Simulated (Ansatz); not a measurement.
# AlN (F-43m), zone-centre modes

Method: DFT r2SCAN, scalar-relativistic, plane waves, PAW (Ansatz). Settings: plane waves to 500 eV, k-mesh 10×10×10 (Γ-centred), Gaussian smearing 0.05 eV. No spin polarisation.

The undisturbed cell (as given, not relaxed at this level; this zinc-blende form isn't the usual structure):

```
Al N
1.0
     0.00000    2.18399    2.18399
     2.18399    0.00000    2.18399
     2.18399    2.18399    0.00000
Al N
1 1
Direct
  0.00000 0.00000 0.00000
  0.75000 0.75000 0.75000
```

Harmonic modes by finite displacements of 0.02 Å, without the LO–TO term.

**Question.** At this geometry, is the structure stable against these modes?

**Answer.** Yes: no mode is imaginary beyond 10 cm⁻¹, and only the three translations lie near zero.

**Question.** List the wavenumbers in cm⁻¹.

**Answer.** 0, 0, 0, 665, 665, 665.

Cost: 1 run of about 0.71 core-minutes, on Intel Xeon Processor @ 2.50GHz (Skylake/Cascade Lake) (shared hosts).